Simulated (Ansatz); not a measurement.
Data:

BN (zinc blende, F-43m), a = 3.610 Å, b = 3.610 Å, c = 3.610 Å, α = 90.00°, β = 90.00°, γ = 90.00°; the cell used has 2 atoms.

This is the r²SCAN-relaxed structure.

Problem. All from DFT-r²SCAN in the program Ansatz with PAW potentials, unless another level is named. Estimate the band gap.

Solution. 5.00 eV (indirect).

Problem. Give the formation energy from the elements (no fitted shifts).

Solution. -1.31 eV/atom.

Problem. Predict the smallest direct gap on the standard path.

Solution. 9.59 eV.

Problem. Next, the valence-band maximum?

Solution. at Γ.

Problem. Give the weight of the valence-edge state by species (Voronoi cells).

Solution. N 80 %, B 20 %.

The cell was relaxed with r²SCAN under the symmetry of its start. The references are the lowest solids computed at this level, not always the standard phases (solids in place of the gases).

Potentials: the later of the program's two PAW sets.
